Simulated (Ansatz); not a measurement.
Input:

Cs:
```
Cs
1.0
   -2.41903     2.41903     8.74481
    2.41903    -2.41903     8.74481
    2.41903     2.41903    -8.74481
Cs
2
Direct
  0.25000   0.75000   0.50000
  0.50000   0.50000   0.00000
```

This is the LDA-relaxed structure.

Task: All from LDA (plane waves, PAW; program Ansatz), unless another level is named. Give the highest zone-centre frequency.

Result: 1.21 THz.

Task: Next, the bulk modulus (Birch–Murnaghan fit)?

Result: 2.2 GPa.

Space group I4_1/amd. The first step of the workflow began from a Materials Project structure, measured or hypothetical; the Crystallography Open Database copy checked does not list it. It is not the phase usual at ambient conditions (space group No. 229). The cell was relaxed with LDA under the symmetry of its start; of distortions, only those at the zone centre were tested. As this level gives no gap, phonon frequencies hold no LO–TO term and depend on the k-mesh and smearing (Fermi–Dirac, 0.1 eV here). Spin–orbit coupling is left out wherever it is not named.

Potentials: the earlier of the program's two PAW sets.
